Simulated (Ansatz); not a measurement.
A crystal relaxed with r2SCAN in the plane-wave code Ansatz has space group P3m1 (No. 156) and a = 3.809 Å, c = 9.414 Å.

```
atom  site       x       y       z
   B    1a  0.0000  0.0000  0.0061
  Xx    1c  0.6667  0.3333  0.6776
  Xx    1b  0.3333  0.6667  0.3227
  As    1c  0.6667  0.3333  0.9374
  As    1b  0.3333  0.6667  0.5804
  As    1a  0.0000  0.0000  0.2257
```

The r2SCAN gap is direct at Γ: 0.34 eV. The HSE06 gap is direct at Γ: 0.78 eV. The PBE gap is direct at Γ: 0.12 eV. Meshes: r2SCAN 12×12×4, HSE06 6×6×2, PBE 12×12×4.

Question: Which element is Xx?
A. Al
B. Ga
C. Tl
D. In

Answer: B. Xx is Ga: Ga2BAs3 as one 6-atom ordering (P3m1) on the zincblende lattice. B is surrounded by 4 As at 2.07–2.29 Å; Ga is surrounded by 4 As at 2.38–2.45 Å; Ga is surrounded by 4 As at 2.38–2.43 Å; As is surrounded by 3 B at 2.29 Å and 1 Ga at 2.45 Å; As is surrounded by 4 Ga at 2.38–2.43 Å; As is surrounded by 1 B at 2.07 Å and 3 Ga at 2.38 Å.

All values are calculated for a non-magnetic cell, which may be hypothetical.

Spin-orbit coupling is left out.

The meshes of the hybrids are coarse, so their gaps aren't converged to the digits shown.
